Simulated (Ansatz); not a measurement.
Relaxed-ion elastic tensor of ZnCdO₂ in space group P3m1 (No. 156; Zn on 1a, Cd on 1c, O on 1c, O on 1a) in GPa (Voigt order), plane-wave PAW r²SCAN (Ansatz code); density 6.26 g/cm³, 13.91 Å³ per atom.

```
 148  95.5   101   1.8   0.0   0.0
95.5   148   101  -1.8   0.0   0.0
 101   101   206   0.0   0.0   0.0
 1.8  -1.8   0.0  18.0   0.0   0.0
 0.0   0.0   0.0   0.0  18.0   1.8
 0.0   0.0   0.0   0.0   1.8  26.3
```

Is the crystal mechanically stable?

Yes: the smallest eigenvalue of C is 17.6 GPa.

Work out the Voigt, Reuss and Hill averages.

K_V = 122, K_R = 118, K_H = 120; G_V = 26.2, G_R = 23.5, G_H = 24.8 GPa.

Give Young's modulus, Poisson's ratio, Pugh's ratio and the universal anisotropy index.

E = 9KG/(3K + G) = 69.7 GPa; ν = 0.40; K/G = 4.83 (ductile by the Pugh limit of 1.75); A_U = 5G_V/G_R + K_V/K_R − 6 = 0.60.

Estimate the sound speeds and the Debye temperature.

v_l = √((K + 4G/3)/ρ) = 4950 m/s, v_t = √(G/ρ) = 1990 m/s, mean 2260 m/s; Θ = (h/k)(3n/4πV)^(1/3) v_m = 279 K.

How much does each axis shrink under pressure?

Linear compressibilities β_i = Σ_j S_ij (j = 1 to 3): x 3.5, y 3.5, z 1.4 per TPa.

The workflow started from a Materials Project entry (that database holds measured and hypothetical structures alike); the Crystallography Open Database copy checked does not list it. Whether it is the stable phase at ambient conditions was not checked. Symmetry was held in the r²SCAN relaxation; of distortions, only those at the zone centre were tested.

Potentials: the later of the program's two PAW sets.
